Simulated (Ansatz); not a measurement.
ZnAu (CsCl type)

```xyz
2
Lattice="3.0959 0.0000 0.0000 0.0000 3.0959 0.0000 0.0000 0.0000 3.0959" Properties=species:S:1:pos:R:3 pbc="T T T"
Zn     1.5479     1.5479     1.5479
Au     0.0000     0.0000     0.0000
```

The slice is a {100} plane (indices of the conventional cell) through the point (0.500, 0.500, 0.500) (fractional), spanned by u = [100] and v = [010] in vectors of this cell: u (3.10 Å) and v (3.10 Å, at 90° to u). It covers one period; positions are fractions (u, v).

The numbers are results of LDA (plane waves to 420 eV, PAW, scalar-relativistic; Ansatz, an electronic-structure program), not measurements. k mesh 15×15×15. Inside the PAW spheres the values are not all-electron values, and peaks at nuclei hang on which shells count as valence. Spin-orbit coupling is left out, though Au is heavy. ZnAu was relaxed with its symmetry unable to fall.

Question: Predict the map of the valence electron density on the slice.

Answer: 
```
|@@#+=:.       .:=+#@|
|%#*+-:.       .:-+*#|
|*++-::.       .::-++|
|==-::.         .::-=|
|::::..         ..:::|
|....             ...|
|                    |
|                    |
|                    |
|                    |
|                    |
|                    |
|                    |
|....             ...|
|::::..         ..:::|
|==-::.         .::-=|
|*++-::.       .::-++|
|%#*+-:.       .:-+*#|
|@@#+=:.       .:=+#@|
|@@%*=:.       .:=*%@|
```
Scale: ten equal steps from -0.85 (start of ' ') to 1.66 (end of '@'), in the order ' .:-=+*#%@'. Values: log₁₀ of the valence density in e/Å³. The map has 20 points along u (one character each, u = 0 at the left) and 20 along v (v = 0 in the bottom row). The scale is logarithmic, as a density can span decades between atoms and voids.
